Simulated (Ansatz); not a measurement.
Data:

BaCoS$_{2}$:
```yaml
crystal:
  lattice:
    - [4.29250, 0.00000, 0.00000]
    - [0.00000, 4.29250, 0.00000]
    - [0.00000, 0.00000, 8.73429]
  atoms:
    - { symbol: Ba, position: [0.50000, 0.00000, 0.70197] }
    - { symbol: Ba, position: [0.00000, 0.50000, 0.29803] }
    - { symbol: Co, position: [0.50000, 0.00000, 0.08816] }
    - { symbol: Co, position: [0.00000, 0.50000, 0.91184] }
    - { symbol: S, position: [0.50000, 0.00000, 0.34274] }
    - { symbol: S, position: [0.00000, 0.50000, 0.65726] }
    - { symbol: S, position: [0.00000, 0.00000, 0.00000] }
    - { symbol: S, position: [0.50000, 0.50000, 0.00000] }
```
The run is spin-polarised, in the one order tried: ferromagnetic.

This is the PBEsol-relaxed structure.

All from the program Ansatz at the PBEsol level (PAW), unless another level is named. Estimate the net moment.

0.08 μB per atom.

And the Bader charges?

Ba +1.35, Co +0.46, S -1.12 to -0.69 e.

Space group P4/nmm. The workflow started from an entry of the Crystallography Open Database (COD), which files this formula under 2 space groups. Its standing as an ambient phase is unchecked. The cell was relaxed with PBEsol under the symmetry of its start; its stability against distortions is not shown here. The final state is ferromagnetic, the only order run, not a proven ground state. No Hubbard U is applied. Scalar-relativistic: spin–orbit coupling is off unless named, which matters more the heavier the elements.

Potentials: the later of the program's two PAW sets.
